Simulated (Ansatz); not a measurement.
Relaxed-ion elastic tensor of W (bcc (W type), Im-3m) in GPa (Voigt order), r²SCAN in the plane-wave PAW code Ansatz; density 19.19 g/cm³, 15.91 Å³ per atom.

```
556  203  203  0.0  0.0  0.0
203  556  203  0.0  0.0  0.0
203  203  556  0.0  0.0  0.0
0.0  0.0  0.0  151  0.0  0.0
0.0  0.0  0.0  0.0  151  0.0
0.0  0.0  0.0  0.0  0.0  151
```

Problem. Is the crystal mechanically stable?

Solution. Yes: the smallest eigenvalue of C is 151 GPa.

Problem. Work out the Voigt, Reuss and Hill averages.

Solution. K_V = 320, K_R = 320, K_H = 320; G_V = 161, G_R = 160, G_H = 161 GPa.

Problem. Give Young's modulus, Poisson's ratio, Pugh's ratio and the universal anisotropy index.

Solution. E = 9KG/(3K + G) = 413 GPa; ν = 0.29; K/G = 1.99 (ductile by the Pugh limit of 1.75); A_U = 5G_V/G_R + K_V/K_R − 6 = 0.03.

Problem. Estimate the sound speeds and the Debye temperature.

Solution. v_l = √((K + 4G/3)/ρ) = 5280 m/s, v_t = √(G/ρ) = 2890 m/s, mean 3230 m/s; Θ = (h/k)(3n/4πV)^(1/3) v_m = 382 K.

Problem. Give the Zener ratio and Young's modulus along [100], [110] and [111].

Solution. A = 2C44/(C11 − C12) = 0.86; 1/E = S11 − 2(S11 − S12 − S44/2)Γ with Γ = 0, 1/4, 1/3 gives 447, 404, 391 GPa.

Symmetry was held in the r²SCAN relaxation. The run is not spin-polarised. As this level gives no gap, shear constants depend on the k-mesh and smearing (Fermi–Dirac, 0.1 eV here). Spin–orbit coupling is left out wherever it is not named.

Potentials: the earlier of the program's two PAW sets.
